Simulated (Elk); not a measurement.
Structure from Materials Project entry mp-155 (possibly hypothetical), not relaxed further.

A run on Gd: DFT, PBE, all-electron APW+lo, Dirac cores, scalar-relativistic bands (Elk 11.2.3 with local patches). The input:

```
tasks
  0
  110
  115
  15

xctype
  20

rgkmax
  8.0

gmaxvr
  16.0

lmaxapw
  10

lmaxo
  7

lmaxi
  3

nrmtscf
  2.0

nempty
  8

epspot
  1e-06

epsengy
  1e-05

maxscl
  120

hmaxvr
  6.0

lradstp
  4

swidth
  0.002

reducebf
  0.5

spinpol
  .true.

tforce
  .true.

sppath
  './'

avec
  6.88225515792 0.00000000000 0.00000000000
  -3.44112757897 5.96020780209 0.00000000000
  0.00000000000 0.00000000000 11.15262558251

atoms
  1
  'Gd.in'
  2
  0.333333333333 0.666666666667 0.250000000000   0.000 0.000 -0.500
  0.666666666667 0.333333333333 0.750000000000   0.000 0.000 -0.500

ngridk
  9 9 5
```

Sphere radii set in the species files: Gd 2.80 bohr.

The species file moves Gd 5p into the core.

Total energy and RMS change of the potential by loop (first and last loops):

| loop | E (Ha) | RMS ΔV (Ha) |
| --- | --- | --- |
| 1 | -22560.731069 | – |
| 2 | -22560.071085 | 3.50e+00 |
| 3 | -22535.416524 | 3.31e+00 |
| 4 | -22541.920946 | 1.52e+00 |
| 5 | -22604.575675 | 2.90e+00 |
| 113 | -22624.394288 | 1.54e+00 |
| 114 | -22521.456653 | 1.01e+00 |
| 115 | -22547.504459 | 3.38e-01 |
| 116 | -22611.642214 | 1.74e+00 |
| 117 | -22549.426011 | 7.85e-01 |
| 118 | -22548.834619 | 5.84e-01 |
| 119 | -22544.211253 | 4.01e-01 |
| 120 | -22673.516284 | – |

Messages:

```
Warning(rhonorm): total charge density incorrect for s.c. loop 1
 Calculated :    127.5817216
 Required   :    128.0000000
Warning(rhonorm): total charge density incorrect for s.c. loop 2
 Calculated :    127.5839408
 Required   :    128.0000000
[...]
Warning(rhonorm): total charge density incorrect for s.c. loop 120
 Calculated :    127.5846044
 Required   :    128.0000000
Warning(rhonorm): total charge density incorrect for s.c. loop 1
 Calculated :    128.8634034
 Required   :    128.0000000
```

Q: Is the run sound, and if not, why?

A: No. The loop stopped after 120 iterations without meeting its targets.
